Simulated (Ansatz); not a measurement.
## Ga₂Cu: frozen-core PAW against all-electron methods

```yaml
crystal:
  lattice:
    - [2.83000, 0.00000, 0.00000]
    - [0.00000, 2.83000, 0.00000]
    - [0.00000, 0.00000, 5.89739]
  atoms:
    - { symbol: Ga, position: [0.50000, 0.50000, 0.29500] }
    - { symbol: Ga, position: [0.50000, 0.50000, 0.70500] }
    - { symbol: Cu, position: [0.00000, 0.00000, 0.00000] }
```

Atom numbers follow the list: Ga1, Ga2, Cu3.

The cell comes from COD entry 1524302, which wasn't checked; take it as a given geometry. The listed cell was then made from it by scaling, straining or moving an atom.

All numbers are computed: DFT, PBEsol, PAW with Ansatz's default frozen-core files, scalar-relativistic (Ansatz 0.2.0); DFT, PBEsol, all-electron PAW with datasets made for the crystal, scalar-relativistic (Ansatz 0.2.0); DFT, PBEsol, all-electron LAPW, scalar-relativistic (Ansatz 0.2.0).

For PAW: a Γ-centred 14×14×7 k mesh, Fermi–Dirac smearing of 0.08 eV, cutoff 420 eV, no spin polarisation; the PAW files were made with PBE, and the program remakes their frozen cores for this functional. The crystal-made all-electron datasets (AE datasets) take a cutoff of 320 eV at this cell. LAPW targets a basis error of 1 meV/atom. The Ansatz runs share mesh, smearing and spin set-up. Plane-wave (PAW) pressures include the program's estimate of the Pulay term.

Stress and pressure are positive in compression.

| quantity | PAW | AE datasets | LAPW |
| --- | --- | --- | --- |
| pressure (GPa) | -4.55 | -4.51 | -4.50 |
| stress xx (GPa) | -5.12 | -5.08 | -5.08 |
| stress zz (GPa) | -3.39 | -3.36 | -3.36 |
| force on Ga1, z (eV/Å) | -0.948 | -0.946 | -0.946 |

PAW's pressure differs from the LAPW value by -0.04 GPa.
